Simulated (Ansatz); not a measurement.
## Band structure of Co

```
CELL_PARAMETERS angstrom
2.49539 0.00000 0.00000
-1.24770 2.16107 0.00000
0.00000 0.00000 4.03175
ATOMIC_POSITIONS crystal
Co 0.33333 0.66667 0.25000
Co 0.66667 0.33333 0.75000
```

Atom numbers follow the list: Co1, Co2.

The conventional cell has a = 2.495 Å, b = 2.495 Å, c = 4.032 Å, α = 90.00°, β = 90.00°, γ = 120.00°. Around Co (atom 1) lie 12 Co at 2.48 to 2.50 Å.

The cell was built from the hcp type and relaxed in the same program, and has space group P6_3/mmc; it needn't be a known or the stable phase.

All numbers below come from Ansatz 0.2.0, DFT, PBE, all-electron LAPW, scalar-relativistic.

Sampling and basis: a Γ-centred 17×17×9 k mesh, Fermi–Dirac smearing of 0.05 eV, basis error target 0.25 meV/atom, spin-polarised from start moments Co1 2, Co2 2 μB, ending with a cell moment of 3.25 μB.

Points in fractions of the reciprocal vectors of this cell: Γ (0, 0, 0), M (0.5, 0, 0), K (0.333, 0.333, 0), A (0, 0, 0.5), L (0.5, 0, 0.5), H (0.333, 0.333, 0.5). The path joins them by straight lines in the order Γ–M–K–Γ–A–L–H–A–L; legs that retrace an earlier one aren't tabulated. Energies are in eV from the Fermi level.

(1) Metal or insulator at this level of theory?

(2) Tabulate bands 14 to 21 of the spin-up channel, counted from the lowest band of the run, along the path.

## Answers

(1) No gap opens: metallic or semimetallic.

(2) 
```tsv
k (1/Å)	point	band 14	band 15	band 16	band 17	band 18	band 19	band 20	band 21
0.00	Γ	-2.29	-2.29	-1.94	-1.94	-0.83	-0.83	-0.16	6.30
0.36		-2.35	-2.26	-2.10	-2.07	-1.86	-0.77	1.71	6.39
0.73		-2.40	-2.19	-1.70	-1.69	-1.50	-0.68	4.32	6.77
1.09		-2.43	-2.36	-1.00	-0.86	-0.62	-0.52	6.15	7.28
1.45	M	-2.53	-2.19	-0.70	-0.61	-0.55	1.26	3.25	9.59
1.66		-2.56	-2.18	-0.69	-0.65	-0.64	1.53	3.41	9.83
1.87		-2.63	-2.12	-0.85	-0.73	-0.71	2.27	3.82	10.25
2.08		-2.75	-2.01	-0.99	-0.80	-0.79	3.33	4.41	7.49
2.29	K	-2.87	-1.93	-0.93	-0.93	-0.82	4.41	5.21	5.21
2.71		-2.50	-2.20	-1.35	-0.77	-0.68	1.01	7.45	8.18
3.13		-2.55	-2.12	-1.84	-1.34	-0.97	-0.72	5.25	7.06
3.55		-2.26	-2.26	-2.22	-1.97	-1.87	-0.77	2.09	6.43
3.97	Γ	-2.29	-2.29	-1.94	-1.94	-0.83	-0.83	-0.16	6.30
4.17		-2.33	-2.33	-1.85	-1.85	-0.84	-0.84	-0.77	7.22
4.36		-2.44	-2.44	-1.88	-1.62	-1.62	-0.88	-0.88	9.34
4.56		-2.68	-2.57	-2.57	-1.37	-1.37	-0.98	-0.98	11.99
4.75	A	-2.67	-2.67	-2.67	-1.15	-1.15	-1.15	-1.15	14.91
5.11		-2.67	-2.47	-2.47	-1.17	-1.17	-0.94	-0.94	15.28
5.48		-2.65	-2.04	-2.04	-1.13	-1.13	-0.46	-0.46	14.36
5.84		-1.83	-1.64	-1.64	-0.83	-0.83	0.39	0.39	9.69
6.20	L	-1.81	-1.08	-1.08	-0.61	-0.61	1.52	1.52	7.18
6.41		-2.02	-1.23	-1.23	-0.69	-0.69	2.04	2.04	7.23
6.62		-2.50	-1.56	-1.56	-0.72	-0.72	3.18	3.18	7.39
6.83		-2.91	-1.82	-1.82	-0.75	-0.75	4.57	4.57	7.54
7.04	H	-2.96	-1.90	-1.90	-0.78	-0.78	5.62	5.62	7.24
7.46		-2.92	-1.97	-1.97	-0.64	-0.64	2.37	2.37	10.29
7.88		-2.96	-1.97	-1.97	-0.88	-0.88	-0.14	-0.14	14.58
8.30		-2.71	-2.40	-2.40	-1.17	-1.17	-0.88	-0.88	15.40
8.72	A	-2.67	-2.67	-2.67	-1.15	-1.15	-1.15	-1.15	14.91
```
